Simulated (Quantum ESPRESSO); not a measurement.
**Band energies of GaN**

```
CELL_PARAMETERS angstrom
      3.18380     0.00000     0.00000
     -1.59190     2.75725     0.00000
      0.00000     0.00000     5.18670
ATOMIC_POSITIONS crystal
  N  0.66667 0.33333 0.87582
  N  0.33333 0.66667 0.37582
  Ga 0.66667 0.33333 0.49918
  Ga 0.33333 0.66667 0.99918
```

norm-conserving PBE (Quantum ESPRESSO, 84 Ry, no spin-orbit coupling); path ΓMKΓALHA,LM,KH; energies in eV from the valence-band maximum.

```
k (1/Å)  point  band 14  band 15  band 16  band 17  band 18  band 19  band 20  band 21
-------  -----  -------  -------  -------  -------  -------  -------  -------  -------
0.00         Γ    -1.03    -1.03    -0.04     0.00     0.00     1.97     4.31     9.22
0.46              -3.23    -2.18    -1.71    -0.46    -0.34     3.84     5.84     7.85
0.91              -5.00    -4.37    -2.60    -1.75    -0.90     5.09     5.66     6.32
1.14         M    -5.29    -4.20    -2.74    -2.20    -1.00     5.11     5.61     6.08
1.36              -5.23    -4.14    -3.23    -2.26    -1.46     5.83     5.89     6.18
1.80         K    -5.34    -5.28    -2.98    -2.98    -2.72     5.20     7.84     7.84
2.24              -4.74    -4.32    -3.43    -1.74    -1.54     6.14     6.21     7.68
2.67              -2.94    -2.36    -1.53    -0.44    -0.41     3.81     5.97     8.26
3.11         Γ    -1.03    -1.03    -0.04     0.00     0.00     1.97     4.31     9.22
3.23              -1.01    -1.01    -0.38    -0.03    -0.03     2.26     4.33     9.15
3.72         A    -3.84    -0.53    -0.53    -0.53    -0.53     4.30     4.30     8.52
4.13              -4.07    -1.76    -1.76    -0.99    -0.99     5.26     5.26     7.73
4.55              -5.79    -2.04    -2.04    -1.72    -1.72     4.78     4.78     7.86
4.86         L    -6.60    -1.94    -1.94    -1.89    -1.89     4.45     4.45     7.81
4.97              -6.57    -2.22    -2.22    -1.75    -1.75     4.58     4.58     7.87
5.41              -6.19    -4.06    -4.06    -1.49    -1.49     6.27     6.27     7.56
5.52         H    -6.16    -4.19    -4.19    -1.47    -1.47     6.46     6.46     7.35
5.87              -5.89    -3.30    -3.30    -1.66    -1.66     5.86     5.86     8.05
6.22              -4.65    -2.05    -2.05    -1.70    -1.70     5.68     5.68     7.66
6.57              -3.88    -1.17    -1.17    -0.75    -0.75     4.87     4.87     8.06
6.83         A    -3.84    -0.53    -0.53    -0.53    -0.53     4.30     4.30     8.52
6.83         L    -6.60    -1.94    -1.94    -1.89    -1.89     4.45     4.45     7.81
7.24              -5.59    -3.74    -2.64    -1.90    -1.13     4.72     5.15     7.08
7.44         M    -5.29    -4.20    -2.74    -2.20    -1.00     5.11     5.61     6.08
7.44         K    -5.34    -5.28    -2.98    -2.98    -2.72     5.20     7.84     7.84
7.54              -5.42    -5.25    -2.86    -2.86    -2.78     5.29     7.77     7.77
8.04         H    -6.16    -4.19    -4.19    -1.47    -1.47     6.46     6.46     7.35
```

The PBE gap is direct, 1.97 eV at Γ.

Spin-orbit splittings are left out.

Geometry relaxed with PBEsol.
